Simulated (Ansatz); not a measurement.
Relaxed-ion elastic tensor of SiO$_{2}$ in space group P4_2/nmc (No. 137; Si on 2a, O on 4d) in GPa (Voigt order), PBEsol in the plane-wave PAW code Ansatz; density 2.92 g/cm³, 11.39 Å³ per atom.

```
  379  -31.4   13.9    0.0    0.0    0.0
-31.4    379   13.9    0.0    0.0    0.0
 13.9   13.9   11.5    0.0    0.0    0.0
  0.0    0.0    0.0    9.1    0.0    0.0
  0.0    0.0    0.0    0.0    9.1    0.0
  0.0    0.0    0.0    0.0    0.0   44.6
```

**Question.** Is the crystal mechanically stable?

**Answer.** Yes: the smallest eigenvalue of C is 9.1 GPa.

**Question.** Work out the Voigt and Reuss bounds. Is their mean of use?

**Answer.** K_V = 84.6, K_R = 11.4; G_V = 64.0, G_R = 12.9 GPa. The bounds lie so far apart that a Hill average or a Debye temperature from it would say little.

A made-up cell: these elements were put on the sites of a structure type; neither database checked (COD, Materials Project) lists it. It is not the phase usual at ambient conditions (space group No. 92, 152, 154). Symmetry was held in the PBEsol relaxation; of distortions, only those at the zone centre were tested.

Potentials: the later of the program's two PAW sets.
